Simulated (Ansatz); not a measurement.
Relaxed-ion elastic tensor of Bi in space group P4/nmm (No. 129; Bi on 2c) in GPa (Voigt order), r²SCAN in the plane-wave PAW code Ansatz; density 10.09 g/cm³, 34.38 Å³ per atom.

```
78.4  61.8  15.1   0.0   0.0   0.0
61.8  78.4  15.1   0.0   0.0   0.0
15.1  15.1   119   0.0   0.0   0.0
 0.0   0.0   0.0   8.3   0.0   0.0
 0.0   0.0   0.0   0.0   8.3   0.0
 0.0   0.0   0.0   0.0   0.0  57.0
```

Task: Is the crystal mechanically stable?

Result: Yes: the smallest eigenvalue of C is 8.3 GPa.

Task: Work out the Voigt, Reuss and Hill averages.

Result: K_V = 51.0, K_R = 51.0, K_H = 51.0; G_V = 26.9, G_R = 12.5, G_H = 19.7 GPa.

Task: Give Young's modulus, Poisson's ratio, Pugh's ratio and the universal anisotropy index.

Result: E = 9KG/(3K + G) = 52.5 GPa; ν = 0.33; K/G = 2.59 (ductile by the Pugh limit of 1.75); A_U = 5G_V/G_R + K_V/K_R − 6 = 5.73.

Task: Estimate the sound speeds and the Debye temperature.

Result: v_l = √((K + 4G/3)/ρ) = 2770 m/s, v_t = √(G/ρ) = 1400 m/s, mean 1570 m/s; Θ = (h/k)(3n/4πV)^(1/3) v_m = 144 K.

Task: How much does each axis shrink under pressure?

Result: Linear compressibilities β_i = Σ_j S_ij (j = 1 to 3): x 6.4, y 6.4, z 6.8 per TPa.

The first step of the workflow began from a Materials Project structure, measured or hypothetical; the Crystallography Open Database copy checked does not list it. It is not the phase usual at ambient conditions (space group No. 166). Symmetry was held in the r²SCAN relaxation; of distortions, only those at the zone centre were tested. As this level gives no gap, shear constants depend on the k-mesh and smearing (Fermi–Dirac, 0.1 eV here). On the denser mesh and wider smearing of the elastic run this cell carries a stress of 0.4 GPa. Spin–orbit coupling is left out wherever it is not named.

Potentials: the later of the program's two PAW sets.
